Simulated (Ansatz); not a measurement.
# Magnetic states of palladium, diamond

These are results of DFT, m-r2SCAN, plane waves (500 eV) with PAW, scalar-relativistic (Ansatz), not measurements. (PAW data from PBE, frozen cores regenerated.)

Each start was relaxed and then solved on a dense mesh, with Fermi-Dirac smearing of 0.05 eV (0.1 eV in a metal without spin) extrapolated to zero. Rows within 2 meV/atom of each other tie.

Problem. Where does each start end, and how do the energies compare? Starts: ferromagnetic; antiferromagnetic.

Solution. 
```tsv
start	ends	ΔE (meV/atom)	V (Å³/atom)
antiferromagnetic	ferromagnetic, net 0.44 μB per atom	0.0	23.61
ferromagnetic	ferromagnetic, net 0.44 μB per atom	0.0	23.61
```

m-r²SCAN is r²SCAN on the gauge-invariant kinetic-energy density; without spin polarisation the two are equal.
